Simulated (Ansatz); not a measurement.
Ansatz input

```yaml
crystal:
  lattice:
    - [-3.5095843553, 2.9271222153, 1.5810353984]
    - [2.9271222153, -3.5095843553, 1.5810353984]
    - [2.5571848917, 2.5571848917, -2.6478158747]
  atoms:
    - { symbol: Cd, position: [0.9883037815, 0.0116962185, 0.0] }
    - { symbol: Cd, position: [0.7616962185, 0.2383037815, 0.5] }
hamiltonian:
  xc: lda
  pseudopotentials:
    kind: paw_fr
    azcp:
      Cd: "pseudopotentials/Cd.paw.azcp"
basis:
  ecutwfc: 420
  fft_grid_basis: typed
kpoints:
  mp_grid: { grid: [15, 15, 11], shift: [0, 0, 0] }
magnetization:
  noncollinear: true
  spin_orbit: true
scf:
  occupations: { method: fermi_dirac, width: 0.1 }
output:
  write_density: true
  write_potential: true
  elf: true
  volumetric_format: npy
```

Output

```
Warning: the record states the generating functional pbe (its physics header spells it `PBE`), which answers neither for hamiltonian.xc's functional nor for the lda family's — results may be inconsistent (PPs are generated against a specific XC)
Engine: ansatz 0.2.0, x86_64-unknown-linux-gnu
Pseudopotentials: kind: paw_fr
Pseudopotential: Cd, paw_fr, valence charge 20, recommended cutoff 420 eV (normal) 
Functional definition: SPW92
  exchange = slater_x
  correlation = pw_c
non-collinear run that drives no moment, with spin-orbit: no starting moment large enough to seed its density (crystal.atoms[].spin), no starting occupations that ask for one, no magnetisation constraint and no magnetic field, so the semilocal B_xc is pinned to zero
Crystal: 2 atoms, lattice volume = 42.120 Å³
Basis set: ecut = 420 eV, 825 PW (Γ)
Bands: 48, of which v1, the nominal top of the filled ones, is band 40 counted from 1 (39 counted from 0)
Symmetry: 4 space group operations + 4 with time reversal
Magnetic group: BNS 15.86 (UNI 93), of the structure as read, at distance tolerance 3.5e-5 Å
k-points: 664 of 2475
Projection manifold: j_resolved (fully-relativistic pseudo-atomic orbitals)
Non-local potential: Cd, projectors of the file, l = 0: 3, l = 1: 4, l = 2: 4, l = 3: 2
PAW form: soft (Blöchl's): semilocal exchange-correlation on the pseudo side does not see the compensation charge
PAW frozen core: Cd, regenerated for the run's functional, and the local potential with it (the file was generated under x = pbe(κ = 0.804, μ = 0.2195149727645171), c = pbe(β = 0.06672455060314922))
PAW one-centre angular grid: Cd, 590 points (default); XC on 64 Gauss nodes
Initial density: superposition of atomic densities (chi_scale 0.1, normalization cell)
Initial wavefunctions: pseudopotential atomic-orbital guess
Functional: x = slater, c = lda
SCF iter   1: F=—  HF=-16241.211805 eV  |F-HF|=—  |Δ(HF+E_count)|=         —  Δρ=3.97e-2  dr2=7.38e-1  dr2_m=0.00e0 (ungated)  ethr=3.10e-3  |M|=0.00e0 ∫|m|=0.00e0 μB  |m|>n=0.0e0 m-floor=0.0e0 τ_xc=0.0e0  β_m=0.30  ⟨swp⟩=8.9  Hψ=76680  notcnv=0  defer=220
spin=Noncollinear: Kerker preconditioning applied to the charge; magnetization (m_x, m_y, m_z) channels mix plain (no charge-response kernel on spin).
SCF iter   2: F=—  HF=-16241.069694 eV  |F-HF|=—  |Δ(HF+E_count)|=   1.42e-1  Δρ=2.68e-2  dr2=3.60e-1  dr2_m=0.00e0 (ungated)  ethr=1.84e-3  |M|=0.00e0 ∫|m|=0.00e0 μB  |m|>n=0.0e0 m-floor=0.0e0 τ_xc=0.0e0  β_m=0.61  ⟨swp⟩=2.0  Hψ=20415  notcnv=0  defer=1286
SCF iter   3: F=—  HF=-16240.946575 eV  |F-HF|=—  |Δ(HF+E_count)|=   1.23e-1  Δρ=7.09e-3  dr2=1.17e-2  dr2_m=0.00e0 (ungated)  ethr=9.01e-4  |M|=0.00e0 ∫|m|=0.00e0 μB  |m|>n=0.0e0 m-floor=0.0e0 τ_xc=0.0e0  β_m=0.81  ⟨swp⟩=2.0  Hψ=25274  notcnv=0  defer=1286
SCF iter   4: F=—  HF=-16240.945789 eV  |F-HF|=—  |Δ(HF+E_count)|=   7.85e-4  Δρ=1.69e-3  dr2=1.55e-3  dr2_m=0.00e0 (ungated)  ethr=2.92e-5  |M|=0.00e0 ∫|m|=0.00e0 μB  |m|>n=0.0e0 m-floor=0.0e0 τ_xc=0.0e0  β_m=0.90  ⟨swp⟩=3.0  Hψ=31388  notcnv=0  defer=1278
SCF iter   5: F=—  HF=-16240.945439 eV  |F-HF|=—  |Δ(HF+E_count)|=   3.51e-4  Δρ=5.51e-4  dr2=1.19e-4  dr2_m=0.00e0 (ungated)  ethr=3.87e-6  |M|=0.00e0 ∫|m|=0.00e0 μB  |m|>n=0.0e0 m-floor=0.0e0 τ_xc=0.0e0  β_m=0.95  ⟨swp⟩=2.0  Hψ=23248  notcnv=0  defer=1278
SCF iter   6: F=—  HF=-16240.945416 eV  |F-HF|=—  |Δ(HF+E_count)|=   2.25e-5  Δρ=1.21e-4  dr2=8.70e-6  dr2_m=0.00e0 (ungated)  ethr=2.96e-7  |M|=0.00e0 ∫|m|=0.00e0 μB  |m|>n=0.0e0 m-floor=0.0e0 τ_xc=0.0e0  β_m=0.98  ⟨swp⟩=2.2  Hψ=24484  notcnv=0  defer=1278
SCF iter   7: F=—  HF=-16240.945454 eV  |F-HF|=—  |Δ(HF+E_count)|=   3.81e-5  Δρ=3.40e-5  dr2=8.53e-7  dr2_m=0.00e0 (ungated)  ethr=2.17e-8  |M|=0.00e0 ∫|m|=0.00e0 μB  |m|>n=0.0e0 m-floor=0.0e0 τ_xc=0.0e0  β_m=0.99  ⟨swp⟩=2.2  Hψ=23296  notcnv=0  defer=1278
SCF iter   8: F=-16240.945454 eV  HF=-16240.945454 eV  |F-HF|=3.43e-8  |Δ(HF+E_count)|=   2.16e-7  Δρ=8.42e-6  dr2=5.53e-8  dr2_m=0.00e0 (ungated)  ethr=2.50e-10  |M|=0.00e0 ∫|m|=0.00e0 μB  |m|>n=0.0e0 m-floor=0.0e0 τ_xc=0.0e0  ⟨swp⟩=7.3  Hψ=47626  notcnv=0
SCF 1 converged in 8 iterations: F = -16240.945454 eV  dr2 = 5.53e-8
SCF converged after 8 iterations
Magnetization: |M| = 0.0000 μB,  M = (+0.0000, +0.0000, +0.0000) μB
Absolute magnetization: 0.0000 μB (∫|m|)
  site 0: m = (+0.0000, +0.0000, +0.0000) μB, |m| = 0.0000 μB  (R = 1.17 Å)
  site 1: m = (+0.0000, +0.0000, +0.0000) μB, |m| = 0.0000 μB  (R = 1.17 Å)
Free energy (F): -16240.945454 eV
Harris-Foulkes:  -16240.945454 eV  (|F-HF|=3.43e-8)
Internal energy: -16240.926209 eV  (E = F + TS)
E sigma→0 (E₀):  -16240.935831 eV
Entropy (-TS):   -0.019245 eV (-9.623 meV/atom)
Fermi energy:    14.616725 eV
--- Per-component energies (eV) ---
  E_band       = -789.645990
  E_kinetic    = 1011.725423
  E_local      = -5958.340017  (includes V_loc(G=0)·N_el)
  E_nonlocal   = 74.575130
  E_hartree    = 2801.735886
  E_xc         = -353.047454
  E_vxc        = -445.401706  (∫ρ·V_xc dr)
  E_paw        = -7894.400230  (= ΣΔE_a)
  E_vpaw       = -1075.691126  (= ΣTr[D̂ρ^β])
  E_aug_tail   = 0.000021  (compensation charges beyond the density's cutoff)
  E_ewald      = -5924.717359
  E_core_change = 1.542391  (= ΣΔE_core)
  E_smearing   = -0.019245  (= −TS)
  E_closure    = -0.000000  (closes the sum)
  Σ components = -16240.945454   (vs F -16240.945454, Δ=0.00e0)
--- Band table (eV; the first three rows and the last of 664) ---
  k-point 0: bands = ["-88.1822", "-88.1822", "-88.1743", "-88.1743", "-53.4250", "-53.4250", "-53.3972", "-53.3972", "-47.5354", "-47.5354", "-47.4989", "-47.4989", "-47.4848", "-47.4848", "-47.4668", "-47.4668", "4.3373", "4.3373", "4.8358", "4.8358", "5.0189", "5.0189", "5.1250", "5.1250", "5.5469", "5.5469", "5.7491", "5.7491", "5.9006", "5.9006", "6.0118", "6.0118", "6.2305", "6.2305", "6.2896", "6.2896", "6.7471", "6.7471", "13.3386", "13.3386", "15.4883", "15.4883", "22.0743", "22.0743", "23.2527", "23.2527", "24.5190", "24.5190"]
  k-point 1: bands = ["-88.1817", "-88.1817", "-88.1741", "-88.1741", "-53.4256", "-53.4256", "-53.3989", "-53.3989", "-47.5344", "-47.5344", "-47.5017", "-47.5017", "-47.4861", "-47.4861", "-47.4705", "-47.4705", "4.4445", "4.4445", "4.9311", "4.9311", "5.0022", "5.0022", "5.1390", "5.1390", "5.6138", "5.6138", "5.7676", "5.7676", "5.8890", "5.8890", "5.9635", "5.9635", "6.2497", "6.2497", "6.2904", "6.2904", "6.6548", "6.6548", "13.6374", "13.6374", "15.5745", "15.5745", "22.2366", "22.2366", "22.9459", "22.9459", "23.4258", "23.4258"]
  k-point 2: bands = ["-88.1803", "-88.1803", "-88.1737", "-88.1737", "-53.4270", "-53.4270", "-53.4036", "-53.4036", "-47.5322", "-47.5322", "-47.5080", "-47.5080", "-47.4919", "-47.4919", "-47.4784", "-47.4784", "4.7269", "4.7269", "4.9276", "4.9276", "5.0640", "5.0640", "5.1802", "5.1802", "5.6392", "5.6392", "5.8111", "5.8111", "5.8672", "5.8672", "6.0988", "6.0988", "6.2807", "6.2807", "6.3509", "6.3509", "6.5220", "6.5220", "14.4622", "14.4622", "15.8519", "15.8519", "20.1628", "20.1628", "22.8933", "22.8933", "23.8968", "23.8968"]
  k-point 663: bands = ["-88.1740", "-88.1740", "-88.1739", "-88.1739", "-53.4254", "-53.4254", "-53.4249", "-53.4249", "-47.5422", "-47.5422", "-47.5410", "-47.5410", "-47.4930", "-47.4930", "-47.4914", "-47.4914", "4.6150", "4.6150", "4.6243", "4.6243", "5.1366", "5.1366", "5.1673", "5.1673", "5.6398", "5.6398", "5.7226", "5.7226", "6.0571", "6.0571", "6.1586", "6.1586", "6.6510", "6.6510", "6.6775", "6.6775", "11.8266", "11.8266", "12.5803", "12.5803", "14.6511", "14.6511", "15.3607", "15.3607", "24.5705", "24.5705", "25.9412", "25.9412"]
```
